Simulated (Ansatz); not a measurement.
Relaxing a structure of InP

The start is a relaxed InP cell, doubled along one cell vector, shaken by Gaussian noise of σ = 0.08 Å a coordinate. Cell shape, volume and atoms are optimised at zero target pressure with PBEsol (plane waves to 420 eV, PAW, scalar-relativistic; Ansatz, a quantum-chemistry and plane-wave program). The first steps use a coarse 7×4×7 k-mesh.

Starting cell:
```
InP
1.0
    0.00000     2.93912     2.93912
    5.87825     0.00000     5.87825
    2.93912     2.93912     0.00000
P In
2 2
Direct
  0.78357   0.37041   0.76380
  0.74180   0.89514   0.72147
  0.99799   0.98644   0.01214
  0.97333   0.50974   0.03399
```

### Question
Does it find its way back to the structure it was made from?

### Answer
It relaxes back to the parent, F-43m (No. 216).

### Question
Is the relaxed structure metallic? Give its gap.

### Answer
0.57 eV, direct at Γ (no spin-orbit coupling).

Final structure:

```cif
data_In4P4
_chemical_formula_sum 'P4 In4'
_space_group_name_H-M_alt 'F-43m'
_space_group_IT_number 216
_space_group_name_Hall 'F -4 2 3'
_cell_length_a 5.87790
_cell_length_b 5.87790
_cell_length_c 5.87790
_cell_angle_alpha 90.000
_cell_angle_beta 90.000
_cell_angle_gamma 90.000
loop_
_atom_site_label
_atom_site_type_symbol
_atom_site_symmetry_multiplicity
_atom_site_Wyckoff_symbol
_atom_site_fract_x
_atom_site_fract_y
_atom_site_fract_z
_atom_site_occupancy
P1 P 4 d 0.75000 0.75000 0.75000 1
In1 In 4 a 0.00000 0.00000 0.00000 1
```
(The calculation used a cell of 2 atoms; values per cell refer to that cell.)

Final values are on a 10×10×10 k-mesh of the relaxed cell. No spin polarisation in the result.
